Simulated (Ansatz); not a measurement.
# HfCrAgS4 — quadrupolar parameters

The cell is a Materials Project structure (computed, not necessarily an observed phase), atoms as given.

Space group P2/m (No. 10); a = 6.1004, b = 3.6106, c = 12.9314 Å, β = 91.19°.

```
site  Wyckoff  site symmetry       x       y       z
  Hf       2n              m  0.5126  0.5000  0.7468
  Cr       2m              m  0.0142  0.0000  0.2452
 Ag5       1e            2/m  0.5000  0.5000  0.0000
 Ag6       1c            2/m  0.0000  0.0000  0.5000
  S7       2n              m  0.1530  0.5000  0.1382
  S9       2m              m  0.6659  0.0000  0.6333
 S11       2m              m  0.6750  0.0000  0.1425
 S13       2n              m  0.1409  0.5000  0.6500
```

One atom of each set is listed.

The numbers come from a DFT calculation in Ansatz (PBE, plane waves and PAW, scalar-relativistic, collinear spin, 420 eV cutoff, Γ-centred 5×8×3 k-points, Fermi–Dirac smearing 0.02 eV). Start moments as typed (μB): 3 on each Cr, none on the rest.

V_zz is the principal component of the electric field gradient with the largest magnitude, η = (V_xx − V_yy)/V_zz and C_Q = eQV_zz/h. ν_Q = 3|C_Q|/[2I(2I − 1)].

Hf-177: I = 7/2, Q = 3365 mb; Cr-53: I = 3/2, Q = -150.0 mb; ³³S: I = 3/2, Q = -69.40 mb. Nuclear quadrupole moments: year-2017 set (Pyykkö).

| site | atoms | first shell | C_Q (MHz) | η | ν_Q (MHz) |
| --- | --- | --- | --- | --- | --- |
| Hf | 2 | 6 S at 2.50–2.59 Å | -471 | 0.66 | 33.7 |
| Cr | 2 | 6 S at 2.44–2.48 Å | -4.58 | 0.02 | 2.29 |
| S7 | 2 | 2 Cr at 2.44 Å, 1 Hf at 2.50 Å, 1 Ag at 2.80 Å | 12.4 | 0.22 | 6.21 |
| S9 | 2 | 1 Cr at 2.48 Å, 2 Hf at 2.52 Å, 1 Ag at 2.70 Å | -6.93 | 0.99 | 3.46 |
| S11 | 2 | 1 Cr at 2.44 Å, 2 Hf at 2.59 Å, 2 Ag at 2.78 Å | -7.05 | 0.53 | 3.53 |
| S13 | 2 | 2 Cr at 2.46 Å, 1 Hf at 2.57 Å, 2 Ag at 2.77 Å | 7.56 | 0.64 | 3.78 |

At S7 V_zz points along its one bond to Hf (within 8°). At S11 V_zz points along its shortest bond, to Cr (within 9°).

Ag has no stable isotope with a ground-state quadrupole moment in the table, so these sites are left out.

Without spin–orbit coupling the gradients at and beside Hf can be off by some per cent, at some sites by more. All moments are parallel here, as the start or the cell imposes; many such compounds order antiparallel, where fields and spin densities carried over to other atoms largely cancel. The magnetic order is the one that the run reached from its start moments, not necessarily the measured one. Where η is near 1 the sign of V_zz means little.

Hardware: 1 thread of Arm Neoverse V2 (aarch64; 32 cores open to the job, memory cap 3.0 GiB, no GPU), a shared host with a load of 0.9 a core. Wall time 6.6 min, CPU time 6.6 min, peak memory 1.7 GiB.
